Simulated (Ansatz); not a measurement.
# SbRh2: pressure against volume

A database entry relaxed whole under r2SCAN (Pnma):

```xyz
12
Lattice="5.8097 0.0000 0.0000 0.0000 4.1687 0.0000 0.0000 0.0000 7.9717" Properties=species:S:1:pos:R:3 pbc="T T T"
Sb    1.6432    1.0422    0.8658
Sb    1.2616    3.1265    4.8517
Sb    4.5481    1.0422    3.1200
Sb    4.1664    3.1265    7.1059
Rh    5.5744    1.0422    5.5689
Rh    3.1401    3.1265    1.5831
Rh    2.6695    1.0422    6.3887
Rh    0.2353    3.1265    2.4028
Rh    4.8916    1.0422    0.5491
Rh    3.8229    3.1265    4.5349
Rh    1.9868    1.0422    3.4368
Rh    0.9181    3.1265    7.4227
```

The cell was scaled uniformly, its shape held, and the atoms relaxed at each volume with plane-wave PAW DFT (Ansatz 0.2.0; r2SCAN, 500 eV, 6×8×5 Γ-centred mesh, fermi-dirac occupations of width 0.100 eV; no spin, no spin-orbit coupling). One row is withheld.

| volume (Å³/atom) | energy over the lowest (meV/atom) | pressure (GPa) |
| --- | --- | --- |
| 15.124 | 37.7 | 13.59 |
| 15.445 | ? | ? |
| 15.767 | 3.7 | 3.97 |
| 16.089 | 0.0 | 0.00 |
| 16.411 | 3.8 | -3.50 |
| 16.732 | 14.3 | -6.57 |
| 17.054 | 30.5 | -9.25 |

Q: Fit the pressures of the other rows to the third-order Birch-Murnaghan form.

A: With f = [(V₀/V)^(2/3) − 1]/2 and P = 3B₀f(1 + 2f)^(5/2)[1 + 3(B₀′ − 4)f/2], least squares gives V₀ = 16.09 Å³ an atom, B₀ = 186 GPa and B₀′ = 5.4; the rows miss the fit by 0.01 GPa. The slope of the energies differs from these pressures by 0.14 GPa, since they are taken to zero smearing while pressures follow the free energy.

Q: What does the withheld row hold?

A: The fit gives 8.47 GPa at 15.445 Å³; the run gave 8.48 GPa and 15.8 meV an atom.

Caveats: the shape of the cell was held, so B₀ is an upper bound where the axes differ in stiffness; 0 K, fixed nuclei; the symmetry was kept, and this need not be the phase that is stable at 0 K; one mesh for all volumes; every run is gapless at this level; pressure is positive in compression.
